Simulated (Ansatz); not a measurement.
ZrCl$_{4}$:
```cif
data_Cl8Zr2
_chemical_formula_sum 'Zr2 Cl8'
_space_group_name_H-M_alt 'P2/c'
_space_group_IT_number 13
_space_group_name_Hall '-P 2yc'
_cell_length_a 6.36513
_cell_length_b 7.47734
_cell_length_c 6.27763
_cell_angle_alpha 90.000
_cell_angle_beta 108.896
_cell_angle_gamma 90.000
loop_
_atom_site_label
_atom_site_type_symbol
_atom_site_symmetry_multiplicity
_atom_site_Wyckoff_symbol
_atom_site_fract_x
_atom_site_fract_y
_atom_site_fract_z
_atom_site_occupancy
Zr1 Zr 2 e 0.00000 0.16966 0.25000 1
Cl1 Cl 4 g 0.25566 0.36641 0.48101 1
Cl2 Cl 4 g 0.22691 0.10619 0.99942 1
```

Relaxed with r²SCAN+D4. DFT-r²SCAN+D4 in the program Ansatz with PAW potentials gives a gap of 4.06 eV.

What gap does HSE06 give on the same cell (Ansatz, PAW)?

4.93 eV, 0.88 eV more. The hybrid was solved on a coarser mesh and at special points; the gap given is the minimum over both.

```json
[
 {"k": "Γ", "v1 r²SCAN+D4": "0.00", "c1 r²SCAN+D4": "4.09", "v1 HSE06": "0.00", "c1 HSE06": "4.94"},
 {"k": "Z", "v1 r²SCAN+D4": "-0.20", "c1 r²SCAN+D4": "4.09", "v1 HSE06": "…", "c1 HSE06": "…"},
 {"k": "B", "v1 r²SCAN+D4": "-0.14", "c1 r²SCAN+D4": "4.18", "v1 HSE06": "-0.16", "c1 HSE06": "5.05"},
 {"k": "Y2", "v1 r²SCAN+D4": "-0.22", "c1 r²SCAN+D4": "4.20", "v1 HSE06": "-0.24", "c1 HSE06": "5.08"},
 {"k": "C2", "v1 r²SCAN+D4": "-0.25", "c1 r²SCAN+D4": "4.06", "v1 HSE06": "-0.25", "c1 HSE06": "4.93"},
 {"k": "D", "v1 r²SCAN+D4": "-0.28", "c1 r²SCAN+D4": "4.27", "v1 HSE06": "…", "c1 HSE06": "…"},
 {"k": "A", "v1 r²SCAN+D4": "-0.03", "c1 r²SCAN+D4": "4.13", "v1 HSE06": "…", "c1 HSE06": "…"},
 {"k": "E", "v1 r²SCAN+D4": "-0.17", "c1 r²SCAN+D4": "4.20", "v1 HSE06": "…", "c1 HSE06": "…"}
]
```

Top valence (v1) and lowest conduction level (c1) in eV from each method's valence maximum (which need not be a listed point): supply the withheld HSE06 values.


- Z, v1 HSE06: -0.21
- Z, c1 HSE06: 4.97
- E, v1 HSE06: -0.17
- E, c1 HSE06: 5.09
- A, v1 HSE06: -0.04
- A, c1 HSE06: 5.00
- D, v1 HSE06: -0.29
- D, c1 HSE06: 5.14

Cost on shared cores: the r²SCAN+D4 run (SCF on a 5×4×5 mesh, then bands and DOS) about 8 core-minutes (a rough figure), the HSE06 run (SCF on 3×3×3, then a few points) very roughly 8 core-minutes; the tasks are unlike.

The first step of the workflow began from a Materials Project structure, measured or hypothetical; the Crystallography Open Database files this formula in space group No. 13, but the cells were not matched. Its standing as an ambient phase is unchecked. Symmetry was held in the r²SCAN+D4 relaxation; its stability against distortions is not shown here. The run is not spin-polarised. Scalar-relativistic: spin–orbit coupling is off unless named, which matters more the heavier the elements.

Potentials: the earlier of the program's two PAW sets. The files were generated under PBE; for other functionals the program regenerates the frozen cores, and for LDA and PBEsol the local potential too.
